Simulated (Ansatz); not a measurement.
Data:

Cu:
```cif
data_Cu
_chemical_formula_sum 'Cu1'
_space_group_name_H-M_alt 'P 1'
_space_group_IT_number 1
_cell_length_a 2.52908
_cell_length_b 2.52908
_cell_length_c 2.52908
_cell_angle_alpha 60.000
_cell_angle_beta 60.000
_cell_angle_gamma 60.000
loop_
_space_group_symop_operation_xyz
  'x, y, z'
loop_
_atom_site_label
_atom_site_type_symbol
_atom_site_fract_x
_atom_site_fract_y
_atom_site_fract_z
_atom_site_occupancy
Cu1 Cu 0.00000 0.00000 0.00000 1
```

This is the r²SCAN-relaxed structure.

**Question.** All from the program Ansatz at the r²SCAN level (PAW), unless another level is named. Give the Poisson's ratio.

**Answer.** 0.34.

**Question.** What about the elastic constants (relaxed ions, GPa)?

**Answer.** C11 = 202, C12 = 144, C44 = 91.8.

Space group Fm-3m (fcc (Cu type)). Symmetry was held in the r²SCAN relaxation. No spin polarisation was allowed. As this level gives no gap, shear constants depend on the k-mesh and smearing (Fermi–Dirac, 0.1 eV here).

Potentials: the later of the program's two PAW sets.
